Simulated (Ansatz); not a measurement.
BPt:
```xyz
4
Lattice="3.6886 0.0000 0.0000 -1.8443 3.1944 0.0000 0.0000 0.0000 3.6819" Properties=species:S:1:pos:R:3 pbc="T T T"
Pt     0.0000     2.1296     0.9205
Pt     1.8443     1.0648     2.7615
B      0.0000     0.0000     0.0000
B      0.0000     0.0000     1.8410
```

Relaxed with PBEsol. Special points in fractions of this cell's reciprocal vectors: Γ (0.000, 0.000, 0.000); M (0.500, 0.000, 0.000); K (0.333, 0.333, 0.000); A (0.000, 0.000, 0.500); L (0.500, 0.000, 0.500); H (0.333, 0.333, 0.500).

Q: List the band energies nearest the Fermi level at these points for the program Ansatz at the PBEsol with spin–orbit coupling level (PAW).

A: In eV from the Fermi level; about four levels below and three above (degenerate sets whole), none deeper than 8.9 eV; points with the same levels are listed once.

```csv
k,below,above
Γ,-2.06 -2.06 -1.99 -1.99,2.79 2.79 3.74 3.74
M,-2.28 -2.28 -1.39 -1.39,0.09 0.09 3.70 3.70
K,-1.08 -1.08 -0.58 -0.58,4.34 4.34 5.69 5.69
A,-2.14 -2.14 -2.14 -2.14,2.16 2.16 2.16 2.16
L,-0.26 -0.26 -0.26 -0.26,3.25 3.25 3.25 3.25
H,-3.09 -3.09 -0.78 -0.78,0.16 0.16 0.72 0.72
```

Space group P6_3/mmc (NiAs type). The workflow started from an entry of the Crystallography Open Database (COD). Whether it is the stable phase at ambient conditions was not checked. The PBEsol relaxation kept the symmetry of its start; of distortions, only those at the zone centre were tested. The run is not spin-polarised.

Potentials: the later of the program's two PAW sets.
